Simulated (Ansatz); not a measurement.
# SiO2: gradients before and after relaxing the atoms

Start: an entry of the Crystallography Open Database (COD), atoms as given.

Space group P4_12_12 (No. 92); a = 4.9780, c = 6.9480 Å.

| site | Wyckoff | site symmetry | x | y | z |
| --- | --- | --- | --- | --- | --- |
| Si | 4a | ..2 | 0.3000 | 0.3000 | 0.0000 |
| O | 8b | 1 | 0.2398 | 0.1032 | 0.1784 |

One atom of each set is listed.

All values are calculated (Ansatz; DFT, PBE, plane waves and PAW, scalar-relativistic, 420 eV cutoff, Γ-centred 5×5×4 k-points, Fermi–Dirac smearing 0.02 eV), not measured.

The largest force at the start is 0.44 eV/Å. Relaxing the ions at fixed cell moves them by 0.073 Å at most (atom 10, O) and 0.062 Å rms.

| site | moved (Å) | first shell before | first shell after | V_zz before (10²¹ V/m²) | η before |
| --- | --- | --- | --- | --- | --- |
| Si | 0.030 | 4 O at 1.60–1.61 Å | 4 O at 1.63 Å | -0.52 | 0.83 |
| O | 0.073 | 2 Si at 1.60–1.61 Å, angle 147° | 2 Si at 1.63 Å, angle 143° | 9.15 | 0.14 |

(1) What are V_zz and η after the relaxation?

Results:

(1) 

```tsv
site	V_zz after	η after	change of V_zz
Si	-0.37	0.84	+0.15
O	9.47	0.19	+0.32
```

The largest change of V_zz is on O, from 9.15 to 9.47. In per cent, |V_zz| changes by -29 on Si, +3 on O (all sites that start above 0.5).
